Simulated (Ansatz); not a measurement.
**Is this BN structure stable?**

It was relaxed at this level from a cell as deposited in COD.

Computed with DFT PBE, scalar-relativistic, plane waves, PAW (Ansatz). Plane waves to 420 eV, a 12×12×4 mesh through Γ for the 4-atom cell and 0.02 eV Gaussian smearing; no spin polarisation.

```cif
data_structure
_symmetry_space_group_name_H-M 'P6_3/mmc'
_symmetry_Int_Tables_number 194
_cell_length_a 2.5122
_cell_length_b 2.5122
_cell_length_c 8.3440
_cell_angle_alpha 90.000
_cell_angle_beta 90.000
_cell_angle_gamma 120.000
_cell_volume 45.60
loop_
_atom_site_label
_atom_site_type_symbol
_atom_site_symmetry_multiplicity
_atom_site_Wyckoff_symbol
_atom_site_fract_x
_atom_site_fract_y
_atom_site_fract_z
_atom_site_occupancy
B1 B 2 c 0.33333 0.66667 0.25000 1
N1 N 2 d 0.33333 0.66667 0.75000 1
```

The zero of energy is the elements' standard structures at the same level (N₂ as a molecule); no fitted shifts are applied.

Problem. These tests were run: energy against the elements; phonons on a 3×3×1 q mesh. What do they show?

Solution.

| test | result |
| --- | --- |
| energy against the elements | −1.252 eV/atom |
| phonons on a 3×3×1 q mesh | no imaginary mode on the mesh, but the interpolation dips to 21i cm⁻¹ between its points |

It fails none of these tests outright. Competing phases weren't compared here. Undecided within the accuracy: phonons on a 3×3×1 q mesh.

No dispersion correction is applied, so the spacing and binding between layers, chains or molecules are poorly described. The run for the phonons used a 12×12×4 k mesh.
